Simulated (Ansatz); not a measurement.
Input:

Ta$_{2}$O$_{5}$:
```
Ta2O5
1.0
    3.66927     0.00000     0.00000
    0.00000     3.85793     0.00000
    0.00000     0.00000     6.43150
Ta O
2 5
Direct
  0.50000   0.00000   0.50000
  0.00000   0.00000   0.00000
  0.50000   0.50000   0.50000
  0.00000   0.00000   0.67925
  0.00000   0.00000   0.32075
  0.00000   0.50000   0.00000
  0.50000   0.00000   0.00000
```

This is the PBEsol-relaxed structure. Tensor components refer to the Cartesian frame of this cell.

All from PBEsol (plane waves, PAW; program Ansatz), unless another level is named. Predict the electronic dielectric constant ε∞ (DFPT).

6.92 (xx), 7.68 (yy), 5.25 (zz).

What about the Born charges (a third of the trace)?

Ta +8.57 to +8.61, O -3.70 to -3.24 e.

Space group Pmmm. The first step of the workflow began from a Materials Project structure, measured or hypothetical; the Crystallography Open Database copy checked does not list it. COD files the formula under space group No. 49. Its standing as an ambient phase is unchecked. The cell was relaxed with PBEsol under the symmetry of its start. At this level the phase is dynamically unstable (imaginary phonons). No spin polarisation was allowed. Scalar-relativistic: spin–orbit coupling is off unless named, which matters more the heavier the elements.

Potentials: the earlier of the program's two PAW sets. The files were generated under PBE; for other functionals the program regenerates the frozen cores, and for LDA and PBEsol the local potential too.
